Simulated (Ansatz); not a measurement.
**Pressure against volume: Tl**

```
CELL_PARAMETERS angstrom
-1.94100 1.94100 1.94100
1.94100 -1.94100 1.94100
1.94100 1.94100 -1.94100
ATOMIC_POSITIONS crystal
Tl 0.00000 0.00000 0.00000
```

The cell is COD entry 9008555, as deposited and not checked against the literature; nothing was relaxed.

No spin–orbit coupling, which matters for the heavy atoms here.

Methods: DFT, LDA, all-electron LAPW, scalar-relativistic (Ansatz 0.2.0); DFT, LDA, PAW with Ansatz's default frozen-core files, scalar-relativistic (Ansatz 0.2.0).

For LAPW: a Γ-centred 13×13×13 k mesh, Fermi–Dirac smearing of 0.05 eV, basis error target 0.25 meV/atom, no spin polarisation. PAW takes a cutoff of 420 eV at this cell (files made with PBE, cores remade for this functional). The Ansatz runs share mesh, smearing and spin set-up. Plane-wave (PAW) pressures include the program's estimate of the Pulay term.

The cell above is scaled evenly, with fractional coordinates and shape held.

```csv
V/V(cell),V (Å³/atom),"P, LAPW (GPa)","P, PAW (GPa)","free energy over the lowest listed, PAW (meV/atom)"
0.9400,27.496,-0.35,-0.35,0.0
0.9600,28.081,-1.16,-1.16,2.8
0.9800,28.666,-1.86,-1.87,8.4
0.9900,28.958,-2.18,-2.18,12.1
1.0000,29.251,-2.47,-2.48,16.3
1.0100,29.543,-2.74,-2.75,21.1
1.0200,29.836,-3.00,-3.01,26.3
1.0400,30.421,-3.46,-3.46,38.2
1.0600,31.006,-3.86,-3.86,51.6
```
